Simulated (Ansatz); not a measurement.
Polymorphs of Pt, each relaxed with PBE in the plane-wave PAW code Ansatz:

A: simple cubic (Pm-3m)
a = 2.624 Å, b = 2.624 Å, c = 2.624 Å, α = 90.00°, β = 90.00°, γ = 90.00°

| atom | site | symmetry | x | y | z |
|---|---|---|---|---|---|
| Pt | 1a | m-3m | 0.0000 | 0.0000 | 0.0000 |

B: R-3m
a = b = 2.791 Å, c = 41.795 Å, α = β = 90.00°, γ = 120.00°

```tsv
atom	site	symmetry	x	y	z
Pt	6c	3m	0.0000	0.0000	0.1391
Pt	6c	3m	0.0000	0.0000	0.4173
Pt	6c	3m	0.0000	0.0000	0.3051
```

### Question
Rank these by energy per atom at 0 K (lowest first), as PBE gives it.

### Answer
B (+0 meV/atom), A (+430 meV/atom)

Constructed cells (a structure type filled with these elements, in neither database checked): A. Typed or built starts, not in the databases checked: B. Not the usual ambient phase: A; B. All cells were relaxed under the symmetry of their starts (and spin orders); stability against distortions was not tested throughout. Rows with no word on spin ran without spin polarisation. Spin–orbit coupling is left out wherever it is not named.

Energies hold the estimated change up to a 700 eV cutoff; steps of a few meV lie near the error of the meshes.

Potentials: the earlier of the program's two PAW sets.
